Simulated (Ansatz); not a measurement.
Here is the system:

TiNi:
```xyz
4
Lattice="1.4523 -4.6863 0.0000 1.4523 4.6863 0.0000 0.0000 0.0000 3.9749" Properties=species:S:1:pos:R:3 pbc="T T T"
Ti     1.4523    -3.3533     2.9812
Ti     1.4523     3.3533     0.9937
Ni     1.4523    -0.7995     2.9812
Ni     1.4523     0.7995     0.9937
```

This is the r²SCAN-relaxed structure.

### Question
All from r²SCAN in the plane-wave PAW code Ansatz, unless another level is named. Predict the formation energy from the elements (no fitted shifts).

### Answer
-0.40 eV/atom.

### Question
Predict the density of states at the Fermi level.

### Answer
0.36 states/eV per atom (mean over ±0.08 eV).

Space group Cmcm. The start of the workflow was typed in or built on a structure type; neither database checked (COD, Materials Project) lists it. COD files the formula under space group No. 11, 147, so this cell is another polymorph or a model. Its standing as an ambient phase is unchecked. Symmetry was held in the r²SCAN relaxation; its stability against distortions is not shown here. The workflow began spin-polarised and lost its moments. The references are the lowest solids computed at this level, not always the standard phases.

Potentials: the earlier of the program's two PAW sets.
